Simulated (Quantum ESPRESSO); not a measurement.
# Kohn-Sham bands of CsH (rock salt)

```yaml
crystal:
  lattice:
    - [0.00000, 3.19125, 3.19125]
    - [3.19125, 0.00000, 3.19125]
    - [3.19125, 3.19125, 0.00000]
  atoms:
    - { symbol: Cs, position: [0.00000, 0.00000, 0.00000] }
    - { symbol: H, position: [0.50000, 0.50000, 0.50000] }
```

Materials Project entry mp-1057286; symmetrised, unrelaxed at this level. COD (Crystallography Open Database) has an entry of this formula and space group (matched by these alone). Computed values, not measurements, from PBEsol: Quantum ESPRESSO (norm-conserving PseudoDojo potentials, cutoff 58 Ry, no spin polarisation, no spin-orbit coupling) on a Γ-centred 8×8×8 mesh, then Wannier90. Density: 8×8×8 mesh, cold smearing 0.01 Ry. Spin-orbit coupling is left out although heavy elements are present.

Q: List the Kohn-Sham levels between −8 and 5.2 eV relative to the valence-band maximum at the high-symmetry points, as a band run of pw.x on that density gives them (levels within 2 meV counted together).

A: 
```
point  k (reciprocal lattice)                        levels (eV)
-----  ----------------------  ---------------------------------
Γ           0.000 0.000 0.000       -7.89 (×3), -1.77, 5.14 (×3)
X           0.500 0.000 0.500                        -1.16, 3.07
U           0.625 0.250 0.625                  -0.77, 3.35, 4.73
K           0.375 0.375 0.750                  -0.77, 3.35, 4.73
L           0.500 0.500 0.500  -7.98 (×2), 0.00, 2.15, 4.68 (×2)
W           0.500 0.250 0.750             -0.73, 4.08 (×2), 5.08
```
